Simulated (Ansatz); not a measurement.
**What DFT gives for Mg2B**

```
Mg B
1.0
     4.89219    0.00000    0.00000
     0.00000    5.34608    0.00000
     0.00000    0.00000    3.24241
Mg B
4 2
Direct
  0.25000 0.34489 0.00000
  0.75000 0.65511 0.00000
  0.75000 0.15511 0.50000
  0.25000 0.84489 0.50000
  0.00000 0.00000 0.00000
  0.50000 0.50000 0.50000
```

Single point in Ansatz 0.2.0 with PBEsol, no spin polarisation. Cutoff 420 eV, PAW datasets, 7×6×10 Γ-centred k mesh, fermi-dirac filling (width 0.1 eV).

Question: Which atom feels the largest force, and which way?

Answer: The largest is on Mg3 (and as large on other atoms): 0.41 eV/Å, components (-0.25, 0.33, 0.00). It makes 130° with the line to a nearest neighbour, B5 at 2.19 Å.

Question: What do density and ELF say about some of the short contacts?

Answer: Mg–B at 2.19 Å: least valence density 0.27 e/Å³ and ELF 0.13 there. Both are smooth PAW fields, read partly inside the augmentation spheres.

Question: Metal or insulator?

Answer: It is a metal, with about 2.8 states/eV a cell as the mean within 0.25 eV of the Fermi level, mostly B p (84 %).

Question: Is the cell too large or too small?

Answer: The pressure is 17.3 GPa (compression positive), so with the atoms held at these fractions the cell would first expand. The principal stresses 15.4, 15.4, 21.1 GPa differ, so its shape would change too.

Question: Give the Bader charges.

Answer: Bader charges in e: Mg +1.44, B -2.88. In the mean Mg gives up most and B takes most.

Origin: a known structure type with other elements, at an estimated volume, so it need not be a known compound. Caveats: atoms or cell far from equilibrium.
